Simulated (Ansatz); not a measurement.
Relaxed-ion elastic tensor of ScPd3N (anti-perovskite, Pm-3m) in GPa (Voigt order), the program Ansatz at the PBEsol level (PAW); density 8.83 g/cm³, 14.23 Å³ per atom.

```
 298   124   124   0.0   0.0   0.0
 124   298   124   0.0   0.0   0.0
 124   124   298   0.0   0.0   0.0
 0.0   0.0   0.0  14.1   0.0   0.0
 0.0   0.0   0.0   0.0  14.1   0.0
 0.0   0.0   0.0   0.0   0.0  14.1
```

Task: Is the crystal mechanically stable?

Result: Yes: the smallest eigenvalue of C is 14.1 GPa.

Task: Work out the Voigt, Reuss and Hill averages.

Result: K_V = 182, K_R = 182, K_H = 182; G_V = 43.3, G_R = 21.2, G_H = 32.3 GPa.

Task: Give Young's modulus, Poisson's ratio, Pugh's ratio and the universal anisotropy index.

Result: E = 9KG/(3K + G) = 91.4 GPa; ν = 0.42; K/G = 5.65 (ductile by the Pugh limit of 1.75); A_U = 5G_V/G_R + K_V/K_R − 6 = 5.19.

Task: Estimate the sound speeds and the Debye temperature.

Result: v_l = √((K + 4G/3)/ρ) = 5050 m/s, v_t = √(G/ρ) = 1910 m/s, mean 2170 m/s; Θ = (h/k)(3n/4πV)^(1/3) v_m = 267 K.

Task: Give the Zener ratio and Young's modulus along [100], [110] and [111].

Result: A = 2C44/(C11 − C12) = 0.16; 1/E = S11 − 2(S11 − S12 − S44/2)Γ with Γ = 0, 1/4, 1/3 gives 225, 51.9, 41.3 GPa.

Task: Solve the Christoffel equation for the three sound speeds along [100], [110], [111].

Result: Eigenvalues of C_ijkl n_j n_l equal ρv². In km/s, slowest first: [100] 1.27, 1.27, 5.81; [110] 1.27, 3.14, 5.05; [111] 2.67, 2.67, 4.77.

The start of the workflow was typed in or built on a structure type; neither database checked (COD, Materials Project) lists it. Its standing as an ambient phase is unchecked. The cell was relaxed with PBEsol under the symmetry of its start; phonons show weakly imaginary modes. The run is not spin-polarised. As this level gives no gap, shear constants depend on the k-mesh and smearing (Fermi–Dirac, 0.1 eV here).

Potentials: the earlier of the program's two PAW sets. The files were generated under PBE; for other functionals the program regenerates the frozen cores, and for LDA and PBEsol the local potential too.
